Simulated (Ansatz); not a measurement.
**Structures of RbLi₂: which is lowest?**

Plane-wave DFT in Ansatz with scalar-relativistic PAW potentials, cutoff 420 eV, Γ-centred meshes chosen by cell and gap, Gaussian smearing with energies taken to zero width. Every cell was relaxed (cell and atoms) in a run of its own, within the symmetry of its start. Functional: PBE.

Relaxed structures (starts from databases or built by putting these elements on another compound's sites):
A. Fd-3m, 6 atoms in the computed cell, a = 9.762 Å; sites (symmetry × multiplicity) Rb -43m × 8, Li .-3m × 16; start: built
B. I4/mmm, 3 atoms in the computed cell, a = 4.170 Å, c = 13.766 Å; sites (symmetry × multiplicity) Rb 4/mmm × 2, Li 4mm × 4; start: built

Task: Rank them by energy. Could pressure change the order?

Result:
| structure | group | E − E(lowest) (meV/atom) | V (Å³/atom) | gap on mesh (eV) |
| --- | --- | --- | --- | --- |
| A | Fd-3m | 0.0 | 38.76 | 0.00 |
| B | I4/mmm | 18.4 | 39.89 | 0.00 |

A is lowest, 18 meV/atom under B. The lowest is also the densest of these, so pressure wouldn't bring one of the others in at first order. Other structures may lie lower than all of these, and vibrations aren't counted.